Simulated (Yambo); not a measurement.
One stored BSE kernel of dimension 648 for SiC (zinc blende, space group F-43m, No. 216) (Yambo, PBEsol bands; 6×6×6 mesh, 3 valence and 1 conduction bands, static screening with 11 bands and a 4 Ry block, scissor 1.18 eV, Tamm-Dancoff; broadening 0.15 eV; field along x), solved in several ways.

```json
[
 {"solver": "Haydock, threshold 2 %", "iterations": "4", "largest change of Im ε (% of its maximum)": "120", "rough time": "within a factor of two"},
 {"solver": "Haydock, threshold 0.5 %", "iterations": "14", "largest change of Im ε (% of its maximum)": "32", "rough time": "within a factor of two"},
 {"solver": "Haydock, threshold 0.1 %", "iterations": "24", "largest change of Im ε (% of its maximum)": "4.7", "rough time": "within a factor of two"},
 {"solver": "Haydock, threshold 0.005 %", "iterations": "42", "largest change of Im ε (% of its maximum)": "0.5", "rough time": "1"},
 {"solver": "SLEPc, lowest 10 states", "iterations": "–", "largest change of Im ε (% of its maximum)": "no full spectrum", "rough time": "within a factor of two"},
 {"solver": "SLEPc, lowest 60 states", "iterations": "–", "largest change of Im ε (% of its maximum)": "no full spectrum", "rough time": "within a factor of two"},
 {"solver": "full diagonalisation", "iterations": "–", "largest change of Im ε (% of its maximum)": "reference", "rough time": "within a factor of two"}
]
```

Haydock gives the spectrum without eigenstates, SLEPc the lowest states alone, full diagonalisation everything at a cost that grows as the cube of the dimension. Times include reading the kernel. Times are rough ratios from shared machines. Mesh and scissor weren't tested; the rows compare only with each other.

Geometry relaxed with PBEsol; primitive cell a = b = c = 3.0809 Å, α = β = γ = 60.00°.
